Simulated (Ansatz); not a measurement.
CaS:
```yaml
crystal:
  lattice:
    - [0.00000, 2.85601, 2.85601]
    - [2.85601, 0.00000, 2.85601]
    - [2.85601, 2.85601, 0.00000]
  atoms:
    - { symbol: Ca, position: [0.00000, 0.00000, 0.00000] }
    - { symbol: S, position: [0.50000, 0.50000, 0.50000] }
```

Relaxed with PBE.

### Question
Give the Bader charges and basin volumes of the independent atoms, the program Ansatz at the PBE level (PAW).

### Answer


| atom | Bader charge (e) | Bader volume (Å³) |
|---|---|---|
| Ca1 | +1.47 | 13.6 |
| S2 | -1.47 | 33.0 |

Space group Fm-3m (rock salt). The PBE relaxation kept the symmetry of its start.

Potentials: the later of the program's two PAW sets.
